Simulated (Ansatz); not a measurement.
Relaxation of a generated trial cell of Si2Ni in the AlB2 structure type; 3 atoms in the cell, which starts as P6/mmm (No. 191), hP3; a = 4.2825 Å, b = 4.2825 Å, c = 4.6369 Å, α = 90.00°, β = 90.00°, γ = 120.00°. Method: PBE (plane waves to 420 eV, PAW, scalar-relativistic; Ansatz, a first-principles code). Γ-centred k-mesh 6×6×5 on the run's cell (coarser than for final values), Fermi–Dirac smearing 0.05 eV. This is the first round of the run. Spin-polarised start, with parallel moments on Ni.

The optimiser's lines from the output (shortened; P is positive under compression):

```
relax step   1: F+E_penalty+E_count = -7107.56451958 eV  Δ(F+E_penalty+E_count) = +0.000e0 eV  max|allowed force component| = 3.701e-17 eV/Å  Δτ_max = 0.0000 Å  P = -14.507 GPa  Ω = 73.648 Å³  (18 SCF iters, dr2 threshold 1.00e-7 eV, accepted)
relax step   2: F+E_penalty+E_count = -7108.34698706 eV  Δ(F+E_penalty+E_count) = -7.825e-1 eV  max|allowed force component| = 2.181e-17 eV/Å  Δτ_max = 0.0000 Å  P = -13.498 GPa  Ω = 64.777 Å³  (10 SCF iters, dr2 threshold 3.00e-7 eV, accepted)
relax step   3: F+E_penalty+E_count = -7108.95210800 eV  Δ(F+E_penalty+E_count) = -6.051e-1 eV  max|allowed force component| = 1.234e-17 eV/Å  Δτ_max = 0.0000 Å  P = -11.508 GPa  Ω = 57.487 Å³  (11 SCF iters, dr2 threshold 3.00e-7 eV, accepted)
relax step   4: F+E_penalty+E_count = -7109.35575542 eV  Δ(F+E_penalty+E_count) = -4.036e-1 eV  max|allowed force component| = 3.469e-17 eV/Å  Δτ_max = 0.0000 Å  P = -7.864 GPa  Ω = 52.085 Å³  (11 SCF iters, dr2 threshold 3.00e-7 eV, accepted)
relax step   5: F+E_penalty+E_count = -7109.63268976 eV  Δ(F+E_penalty+E_count) = -2.769e-1 eV  max|allowed force component| = 2.776e-17 eV/Å  Δτ_max = 0.0000 Å  P = -7.025 GPa  Ω = 49.167 Å³  (10 SCF iters, dr2 threshold 3.00e-7 eV, accepted)
relax step   6: F+E_penalty+E_count = -7109.85772727 eV  Δ(F+E_penalty+E_count) = -2.250e-1 eV  max|allowed force component| = 2.082e-17 eV/Å  Δτ_max = 0.0000 Å  P = -3.423 GPa  Ω = 45.635 Å³  (11 SCF iters, dr2 threshold 3.00e-7 eV, accepted)
relax step   7: F+E_penalty+E_count = -7110.01396326 eV  Δ(F+E_penalty+E_count) = -1.562e-1 eV  max|allowed force component| = 3.084e-18 eV/Å  Δτ_max = 0.0000 Å  P = -0.472 GPa  Ω = 42.970 Å³  (11 SCF iters, dr2 threshold 3.00e-7 eV, accepted)
relax step   8: F+E_penalty+E_count = -7110.21227513 eV  Δ(F+E_penalty+E_count) = -1.983e-1 eV  max|allowed force component| = 9.869e-17 eV/Å  Δτ_max = 0.0000 Å  P = +0.696 GPa  Ω = 41.196 Å³  (10 SCF iters, dr2 threshold 3.00e-7 eV, accepted)
relax step   9: F+E_penalty+E_count = -7110.39164047 eV  Δ(F+E_penalty+E_count) = -1.794e-1 eV  max|allowed force component| = 1.110e-16 eV/Å  Δτ_max = 0.0000 Å  P = +1.621 GPa  Ω = 39.724 Å³  (10 SCF iters, dr2 threshold 3.00e-7 eV, accepted)
relax step  10: F+E_penalty+E_count = -7110.58849123 eV  Δ(F+E_penalty+E_count) = -1.969e-1 eV  max|allowed force component| = 1.480e-16 eV/Å  Δτ_max = 0.0000 Å  P = +3.485 GPa  Ω = 38.415 Å³  (10 SCF iters, dr2 threshold 3.00e-7 eV, accepted)
relax step  11: F+E_penalty+E_count = -7110.49359744 eV  Δ(F+E_penalty+E_count) = +9.489e-2 eV  max|allowed force component| = 1.604e-16 eV/Å  Δτ_max = 0.0000 Å  P = +7.188 GPa  Ω = 38.006 Å³  (20 SCF iters, dr2 threshold 3.00e-7 eV, rejected (line search))
relax step  12: F+E_penalty+E_count = -7110.63855116 eV  Δ(F+E_penalty+E_count) = -5.006e-2 eV  max|allowed force component| = 1.665e-16 eV/Å  Δτ_max = 0.0000 Å  P = -0.290 GPa  Ω = 39.418 Å³  (14 SCF iters, accepted)
relax step  13: F+E_penalty+E_count = -7110.63938262 eV  Δ(F+E_penalty+E_count) = -8.315e-4 eV  max|allowed force component| = 1.542e-16 eV/Å  Δτ_max = 0.0000 Å  P = -0.089 GPa  Ω = 39.366 Å³  (8 SCF iters, dr2 threshold 3.00e-7 eV, accepted)
relax step  14: F+E_penalty+E_count = -7110.63939451 eV  Δ(F+E_penalty+E_count) = -1.189e-5 eV  max|allowed force component| = 1.727e-16 eV/Å  Δτ_max = 0.0000 Å  P = -0.007 GPa  Ω = 39.341 Å³  (8 SCF iters, dr2 threshold 3.07e-8 eV, accepted)
relax step  15: F+E_penalty+E_count = -7110.63633363 eV  Δ(F+E_penalty+E_count) = +3.061e-3 eV  max|allowed force component| = 1.480e-16 eV/Å  Δτ_max = 0.0000 Å  P = +0.003 GPa  Ω = 39.341 Å³  stress off target by 7.48e-3 GPa  SCF on the basis re-selected at this cell (its energy is not comparable with the rows above)  (11 SCF iters)
```

From the first to the last row the energy changes by -1.02 eV/atom and the volume by -46.6 %. The last row is marked as not comparable with the walk above it, whose basis was carried along; it does compare with step 1, since both stand on a basis selected at the nominal cutoff for their own cell.

Step 11 was rejected by the optimiser.

Later rounds, restarted from the end of this one on a renewed k-mesh, logged 11 more steps and released under 0.01 eV/atom more. The final structure after all rounds: P6/mmm (No. 191), hP3; a = b = 4.263 Å, c = 2.497 Å, α = β = 90.00°, γ = 120.00°. Between re-selections the logged energies stand on a plane-wave basis carried along with the cell. No spin polarisation in the result: the starting moments vanished. A magnetic state may lie lower.

The run could not lose the symmetry of its start: the end is stationary, and may be a saddle point rather than a minimum.

All atoms sit on sites fixed by symmetry, so only the cell could relax.

The relaxed structure here is a generated cell of Si2Ni: the first start was made by placing the elements on the sites of a structure type, and the end was not matched to a known phase here, so it may be hypothetical. Known forms of Si2Ni include space group No. 225.
